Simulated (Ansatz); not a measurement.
## Data sheet: LaPb₃ (DFT)

LaPb3:
```yaml
crystal:
  lattice:
    - [4.94888, 0.00000, 0.00000]
    - [0.00000, 4.94888, 0.00000]
    - [0.00000, 0.00000, 4.94888]
  atoms:
    - { symbol: La, position: [0.00000, 0.00000, 0.00000] }
    - { symbol: Pb, position: [0.00000, 0.50000, 0.50000] }
    - { symbol: Pb, position: [0.50000, 0.00000, 0.50000] }
    - { symbol: Pb, position: [0.50000, 0.50000, 0.00000] }
```

Space group Pm-3m (No. 221), Cu3Au type; conventional cell a = b = c = 4.949 Å, α = β = γ = 90.00°.

Method: r²SCAN (plane waves, PAW; program Ansatz). Geometry: relaxed at this level of theory. Other levels are named where they apply.

### Cell and energy

```
Item                                                           Value
-----------------------------------------------------  -------------
Volume per atom                                             30.30 Å³
Density                                                  10.42 g/cm³
Formation energy from the elements (no fitted shifts)  -0.55 eV/atom
```

### Electronic structure

```
Quantity                                                                     Value
------------------------------------  --------------------------------------------
Electronic character                                             metallic (no gap)
Density of states at the Fermi level  0.83 states/eV per atom (mean over ±0.08 eV)
Gap with spin–orbit coupling                                       none (metallic)
```

### Mechanics

```
Property                               Value
----------------------------------  --------
Bulk modulus (Birch–Murnaghan fit)  52.0 GPa
Pressure derivative B′                   4.5
```

### Charges

```
Quantity                     Result
-------------  --------------------
Bader charges  La +1.37, Pb -0.46 e
```

The workflow started from an entry of the Crystallography Open Database (COD). Its standing as an ambient phase is unchecked. The r²SCAN relaxation kept the symmetry of its start; whether a distortion lowers the energy is not shown. The references are the lowest solids computed at this level, not always the standard phases. Scalar-relativistic: spin–orbit coupling is off unless named, which matters more the heavier the elements.

Potentials: the later of the program's two PAW sets.
